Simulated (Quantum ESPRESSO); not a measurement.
```xyz
5
Lattice="3.7161 0.0000 0.0000 -1.8580 3.2182 0.0000 0.0000 0.0000 6.6468" Properties=species:S:1:pos:R:3 pbc="T T T"
O      0.0000     2.1455     4.1549
O      1.8580     1.0727     2.4919
Se     0.0000     0.0000     0.0000
Lu     0.0000     2.1455     1.9489
Lu     1.8580     1.0727     4.6980
```

The geometry is that of Materials Project entry mp-1206825, symmetrised and not relaxed again.

### Question
What does norm-conserving PBEsol (Quantum ESPRESSO, 100 Ry, no spin-orbit coupling) give for the electronic structure near the Fermi level?

### Answer
The PBEsol gap is indirect, 1.84 eV, from A to Γ; the smallest direct gap is 1.94 eV. Spin-orbit splittings are left out. The 4f states are in the valence at their DFT position.

The structure is a Materials Project entry; no match was found in the copy of COD used, and its stability was not checked.
